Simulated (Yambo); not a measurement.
Yambo run on K$_{2}$NaYF$_{6}$ (space group Fm-3m, No. 225). The wavefunctions are PBEsol (pw.x of Quantum ESPRESSO, ONCV potentials, scalar-relativistic) ones on a 2×2×2 mesh (40 occupied bands); a = 6.305 Å, b = 6.305 Å, c = 6.305 Å, α = 60.00°, β = 60.00°, γ = 60.00°.

Yambo input:

```
rim_cut
gw0
dyson
el_el_corr
HF_and_locXC
ppa
em1d
RandQpts= 1000000
RandGvec= 1 Ry
EXXRLvcs= 88 Ry
VXCRLvcs= 352 Ry
Chimod= "HARTREE"
% BndsRnXp
 2 | 334 |
%
NGsBlkXp= 3 Ry
% LongDrXp
 1.0 | 1.0 | 1.0 |
%
PPAPntXp= 27.2114 eV
% GbndRnge
 1 | 334 |
%
GTermKind= "BG"
DysSolver= "n"
ExtendOut
% QPkrange
 1 | 1 | 40 | 41 |
%
```

k points by index: 1 = Γ.

Table of the .qp output:

```
#    K-point    Band    Eo [eV]    E [eV]    E-Eo [eV]    Vxc [eV]    Vnlxc [eV]    Sc|Eo [eV]    Sc|E [eV]    dSc/dw|Eo [eV]    Re(Z)    Im(Z)
#
    1    40    0.000000    -2.834894    -2.834894    -22.13135    -29.87721    4.314793    4.910970    -5.722215    0.826248    -0.001219
    1    41    6.160608    7.239500    1.078891    -8.175661    -4.036020    -2.942740    -3.060750    -2.976241    0.901408    -0.593242E-3
```
(The two width columns are left out.) Convergence of these settings isn't established.

Geometry of the Materials Project entry, not relaxed at this level.

The structure is a Materials Project entry; no match was found in the copy of COD used, and its stability was not checked.
